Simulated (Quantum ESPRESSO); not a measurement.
## One change at a time to AlIr5SnTi

These are calculations, not measurements. They come from Quantum ESPRESSO 7.5, a public plane-wave density functional program. Each row is one single-point run on a made-up periodic cell of eight metal atoms, with elements, volume, strain and displacements drawn at random and not relaxed, so a cell may be unstable or far from any real phase. There is no spin polarisation or spin-orbit coupling.

Settings: PBE unless stated; PseudoDojo standard norm-conserving files; Fermi-Dirac width 0.25 eV, which means electrons at about 2900 K; cutoff 1143 eV; 5 x 5 x 5 k mesh shifted half a step off Gamma. E is the free energy of the whole cell (internal energy minus TS), so a -TS column is already part of it. Stress is positive in tension, and the pressure P is minus a third of its trace.

Checks: one run of this series was repeated at a higher cutoff and on a denser mesh, which moved values by no more than 0.006 eV, 0.03 GPa and 0.005 eV/Å, and a second program with other atomic files agreed on it to 2 % rms in force and 0.5 GPa in pressure. Known limits: the tin pseudopotential is less sure than most, with forces differing by about three percent from a second method on plain tin; heavy elements are run without spin-orbit coupling, which real alloys of them have; a spin test at this wide smearing found no moment, but such smearing suppresses magnetism that the real alloy may have.

The lattice is face-centred cubic, and the cell vectors in Å are (0.000, 3.951, 3.951); (3.951, 0.000, 3.951); (3.951, 3.951, 0.000), a volume of 123.38 Å³ in run 1. The elements on sites 1 to 8 are Al Ir Sn Ir Ir Ir Ir Ti. Each later run makes one change to run 1 and keeps the rest. E is counted from run 1, and is n/a where other atomic files have another zero of energy.

| run | change | V (Å³) | P (GPa) | -TS (eV) | rms force (eV/Å) | largest change of a force component (eV/Å) | E (eV) |
|---|---|---|---|---|---|---|---|
| 1 | none | 123.38 | -2.79 | -1.089 | 0.281 | 0.000 | 0.000 |
| 2 | sites 1 and 5 exchanged | 123.38 | -1.28 | -1.159 | 0.329 | 0.331 | 0.767 |
| 3 | all lengths scaled by -0.77 % | 120.56 | 2.72 | -1.047 | 0.314 | 0.079 | ? |
| 4 | Hf on site 2 | 123.38 | 10.54 | -1.112 | 0.589 | 1.244 | n/a |
| 5 | site 1 moved by +0.18 Å along x | 123.38 | -2.40 | -1.089 | 0.332 | 1.044 | 0.070 |

## Worked estimate

Along a uniform scaling dE = -P dV. The mean of the two pressures is -0.035 GPa and the volume changes by -2.82 Å³, with 160.2 GPa to one eV/Å³. The same two rows give -V dP/dV = 238 GPa for this cell with clamped atoms, which is not the bulk modulus of a real alloy.

## Withheld value

Question: what E should run 3 give?

The estimate is -0.001 eV. The calculation gave -0.002 eV.
